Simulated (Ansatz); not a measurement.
Relaxed TiO2 (anatase):

```
CELL_PARAMETERS angstrom
     -1.88487     1.88487     4.77774
      1.88487    -1.88487     4.77774
      1.88487     1.88487    -4.77774
ATOMIC_POSITIONS crystal
  Ti 0.50000 0.50000 0.00000
  Ti 0.25000 0.75000 0.50000
  O  0.29253 0.29253 0.00000
  O  0.04253 0.54253 0.50000
  O  0.45747 0.95747 0.50000
  O  0.70747 0.70747 0.00000
```

Scan: atom 6 (O, nearest neighbour Ti at 1.928 Å; its periodic images, 3.8 Å or more away, move with it) is displaced along Cartesian [111], direction (0.577, 0.577, 0.577) in Cartesian axes, by s. The other atoms stay.

These are PBEsol (plane waves to 420 eV, PAW, scalar-relativistic; Ansatz, a first-principles code) values and carry that method's errors. k mesh 10×10×10 (Γ-centred), Fermi-Dirac smearing 0.05 eV. E stands for the smeared free energy. The PAW data are Ansatz's earlier set. TiO2 is run without spin polarisation. TiO2 was relaxed with its symmetry unable to fall. The zero of ΔE is the undisplaced structure.

```
s (Å)   ΔE (meV/cell)
------  -------------
-0.190          195.0
-0.152          123.5
-0.114           68.7
-0.076           30.2
-0.038            7.5
0.000             0.0
0.038             7.3
0.076            28.9
0.114            64.6
0.152           114.0
0.190           177.2
```

Problem. What force constant k = d²E/ds² at s = 0 does the table give?

Solution. 10 eV/Å². It is the second difference of the nearest points, corrected with the next pair.

Problem. With k = 10.22 eV/Å² from the forces, is the well harmonic out to s = 0.190 Å?

Solution. ½ks² = 184.4 meV/cell against the computed 177.2 meV/cell, so the well is close to harmonic there.

(A displaced cell: forces are minus the slopes of the energy, force constants its curvatures, and phonons follow from these.)
